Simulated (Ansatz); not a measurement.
Method: Ansatz 0.2.0, DFT PBE, scalar-relativistic, plane waves, PAW. Settings: cutoff 420 eV, Γ-centred meshes spaced at most about 0.3 Å⁻¹, and about 0.25 Å⁻¹ or finer for metals (2π included), Gaussian smearing. No spin polarisation in the final relaxations.

These are static total energies at zero pressure.

Compare these two cells of B3C, each relaxed at this level.

1.

```
CELL_PARAMETERS angstrom
2.56799 0.00000 0.00000
-1.28400 2.22395 0.00000
0.00000 0.00000 4.71538
ATOMIC_POSITIONS crystal
B 0.00000 0.00000 0.00000
B 0.66667 0.33333 0.68090
B 0.66667 0.33333 0.31910
C 0.00000 0.00000 0.50000
```

2.

```
CELL_PARAMETERS angstrom
-1.84596 1.84596 1.84596
1.84596 -1.84596 1.84596
1.84596 1.84596 -1.84596
ATOMIC_POSITIONS crystal
B 0.00000 0.50000 0.50000
B 0.50000 0.00000 0.50000
B 0.50000 0.50000 0.00000
C 0.00000 0.00000 0.00000
```

Problem. Which is lower in energy, and by how much?

Solution. Cell 2 is lower, by 33 meV/atom. Cell 1 has space group P-6m2 (No. 187), 6.7 Å³/atom and no gap on its mesh; cell 2 has space group Im-3m (No. 229), 6.3 Å³/atom and no gap. Counting B atoms around C (those within 1.25 times the shortest such distance or 1.15 times the sum of covalent radii), cell 1 and cell 2 both have C 6. Cell 1 holds B–B pairs (shortest 1.71 Å); cell 2 holds B–B bonds in all directions (shortest 1.85 Å). The denser one is the lower, and pressure would at first widen the difference. Even the lower one lies +1.40 eV/atom against the reference forms of the elements (uncorrected), so neither is stable at this level. Both come from invented guesses.

In P-6m2, Im-3m an odd number of electrons in the primitive cell allows no gap without spin; a larger cell or a magnetic state could open one. Cells relaxed within their symmetry can be saddle points.
